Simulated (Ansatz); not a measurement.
TiHg (space group P4/mmm)

```
TiHg
1.0
    2.96284     0.00000     0.00000
    0.00000     2.96284     0.00000
    0.00000     0.00000     4.06304
Ti Hg
1 1
Direct
  0.50000   0.50000   0.50000
  0.00000   0.00000   0.00000
```

Equation-of-state scan: isotropic scaling of the cell above, V₀ being its volume. Symmetry pins the atoms to their sites.

The numbers are results of PBEsol (plane waves to 420 eV, PAW, scalar-relativistic; Ansatz, a first-principles code), not measurements. k mesh 16×16×12 (Γ-centred), Fermi-Dirac smearing 0.05 eV. E stands for the smeared free energy. Compression counts positive. With the shape held, the modulus is that of even scaling; a crystal free to change shape is softer. Spin-orbit coupling is left out, though Hg is heavy. TiHg is run without spin polarisation. TiHg was relaxed with its symmetry unable to fall. ΔE is measured from the relaxed starting cell. The last digit holds for this mesh only.

```json
[
 {"V (Å³/atom)": "14.980", "ΔE (meV/atom)": "248.2"},
 {"V (Å³/atom)": "15.456", "ΔE (meV/atom)": "withheld"},
 {"V (Å³/atom)": "15.931", "ΔE (meV/atom)": "98.1"},
 {"V (Å³/atom)": "16.407", "ΔE (meV/atom)": "52.1"},
 {"V (Å³/atom)": "16.882", "ΔE (meV/atom)": "21.9"},
 {"V (Å³/atom)": "17.358", "ΔE (meV/atom)": "5.2"},
 {"V (Å³/atom)": "17.834", "ΔE (meV/atom)": "0.0"},
 {"V (Å³/atom)": "18.309", "ΔE (meV/atom)": "4.7"},
 {"V (Å³/atom)": "18.785", "ΔE (meV/atom)": "17.8"},
 {"V (Å³/atom)": "19.260", "ΔE (meV/atom)": "38.1"},
 {"V (Å³/atom)": "19.736", "ΔE (meV/atom)": "64.6"},
 {"V (Å³/atom)": "20.211", "ΔE (meV/atom)": "96.2"},
 {"V (Å³/atom)": "20.687", "ΔE (meV/atom)": "132.3"}
]
```

Q: Fit a third-order Birch-Murnaghan form (E₀, V₀, B₀, B₀′ free) to the given rows and predict ΔE at V = 15.456.

A: Least squares on the 12 given rows: ΔE = E₀ + (9V₀B₀/16)·y²·[2 + (B₀′ − 4)y], y = (V₀/V)^(2/3) − 1, with V₀ = 17.834 Å³/atom, B₀ = 124.0 GPa (160.2 GPa = 1 eV/Å³; the term in eV is multiplied by 1000), B₀′ = 4.83, E₀ = 0.07 meV/atom; root-mean-square residual 0.08 meV/atom. At 15.456 the fit gives 162.1 meV/atom; the calculation gives 162.4 meV/atom, so the interpolation is off by -0.3 (-0.2 %). For the pressure the fit gives 25.1 GPa against the computed 25.1 GPa.

(A scan under strain: stresses follow from slopes of the energy per volume, elastic moduli from its curvatures.)
